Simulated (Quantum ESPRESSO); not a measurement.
```cif
data_HgSe
_chemical_formula_sum 'Se1 Hg1'
_space_group_name_H-M_alt 'P 1'
_space_group_IT_number 1
_cell_length_a 4.33618
_cell_length_b 4.33618
_cell_length_c 4.33618
_cell_angle_alpha 60.000
_cell_angle_beta 60.000
_cell_angle_gamma 60.000
loop_
_space_group_symop_operation_xyz
  'x, y, z'
loop_
_atom_site_label
_atom_site_type_symbol
_atom_site_fract_x
_atom_site_fract_y
_atom_site_fract_z
_atom_site_occupancy
Se1 Se 0.25000 0.25000 0.25000 1
Hg1 Hg 0.00000 0.00000 0.00000 1
```

Cell and atoms were relaxed with PBEsol from Materials Project entry mp-820, within its symmetry.

What does PBE (stringent potentials; Quantum ESPRESSO, PseudoDojo norm-conserving, 104 Ry, scalar-relativistic) give for the electronic structure near the Fermi level?

At this level the gap is closed or nearly so: along the path the highest valence and lowest conduction bands touch, or overlap by less than 0.6 eV, a zero-gap or semimetallic result; the valence top lies at Γ, the conduction bottom at Γ. Without spin-orbit coupling, band edges of such heavy elements can be off by tenths of an eV.
